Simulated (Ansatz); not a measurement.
Cu Kα1 powder pattern (kinematic, no thermal factors).
2θ (°) (relative intensity): 11.61 (5), 17.45 (3), 22.00 (100), 22.77 (7), 23.33 (57), 24.95 (71), 28.22 (5), 32.29 (40), 36.93 (4), 38.60 (89), 39.07 (2), 40.45 (1), 42.00 (90), 42.65 (2), 44.88 (15), 45.29 (1), 45.60 (56), 46.51 (13), 48.50 (1), 51.18 (11), 54.49 (1), 58.36 (33), 59.12 (1), 60.65 (12), 61.99 (11), 65.42 (23), 65.90 (10), 68.76 (1), 69.86 (15), 72.18 (35), 74.69 (2), 74.78 (12), 78.61 (14), 78.98 (3), 82.77 (9), 86.96 (4), 87.39 (8), 87.47 (8), 88.13 (4)

The pattern is computed from a structure relaxed with DFT PBE, scalar-relativistic, plane waves, PAW (Ansatz). No spin polarisation. Its elements are Cd, Mg, Te.

Problem. Give the structure.

Solution. MgCd3Te4.
Space group P3m1 (No. 156). a = 4.661 Å, b = 4.661 Å, c = 15.238 Å, α = 90.00°, β = 90.00°, γ = 120.00°
```json
{"atom": "Mg", "site": "1b", "symmetry": "3m.", "x": "0.3333", "y": "0.6667", "z": "0.4973"}
{"atom": "Cd", "site": "1b", "symmetry": "3m.", "x": "0.3333", "y": "0.6667", "z": "0.9989"}
{"atom": "Cd", "site": "1c", "symmetry": "3m.", "x": "0.6667", "y": "0.3333", "z": "0.2514"}
{"atom": "Cd", "site": "1c", "symmetry": "3m.", "x": "0.6667", "y": "0.3333", "z": "0.7472"}
{"atom": "Te", "site": "1b", "symmetry": "3m.", "x": "0.3333", "y": "0.6667", "z": "0.1873"}
{"atom": "Te", "site": "1b", "symmetry": "3m.", "x": "0.3333", "y": "0.6667", "z": "0.6829"}
{"atom": "Te", "site": "1c", "symmetry": "3m.", "x": "0.6667", "y": "0.3333", "z": "0.4397"}
{"atom": "Te", "site": "1c", "symmetry": "3m.", "x": "0.6667", "y": "0.3333", "z": "0.9354"}
```

A pattern alone doesn't exclude other cells with like lines; this is the one computed.

It was reached by relaxing an invented guess, and it needn't be the stable form of this composition.
